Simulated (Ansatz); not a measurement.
Values for one crystal, relaxed and computed with LDA in the plane-wave PAW code Ansatz; other levels are named.

Volume per atom: 18.45 Å³
Band gap: 0.52 eV (indirect)
Smallest direct gap on the standard path: 1.69 eV
Formation energy from the elements (no fitted shifts): -0.85 eV/atom
Zone-centre stability: no imaginary mode at Γ
Hole effective mass: 0.72, 0.72, 2.6 mₑ (principal values)
Conduction-band minimum: on the K–Γ line, 44 % of the way from K (6 equivalent valleys)

Question: Pick the material that matches.
(A) GeTePb2Se2, P3m1 (Pearson symbol hP6)
(B) AgBr, rock salt
(C) MoSeS, P-3m1 (Mo on 2c, Se on 2d, S on 2d)
(D) Sb2Se3, Pnma (Pearson symbol oP20)

Answer: C, MoSeS, P-3m1 (Mo on 2c, Se on 2d, S on 2d)

The workflow started from a Materials Project entry (that database holds measured and hypothetical structures alike); the Crystallography Open Database copy checked does not list it. Its standing as an ambient phase is unchecked. The cell was relaxed with LDA under the symmetry of its start. No spin polarisation was allowed. A crystal of weakly bound layers computed without a dispersion correction: the cell and the soft elastic constants depend strongly on that. The references are the lowest solids computed at this level, not always the standard phases. Scalar-relativistic: spin–orbit coupling is off unless named, which matters more the heavier the elements.

Potentials: the later of the program's two PAW sets.
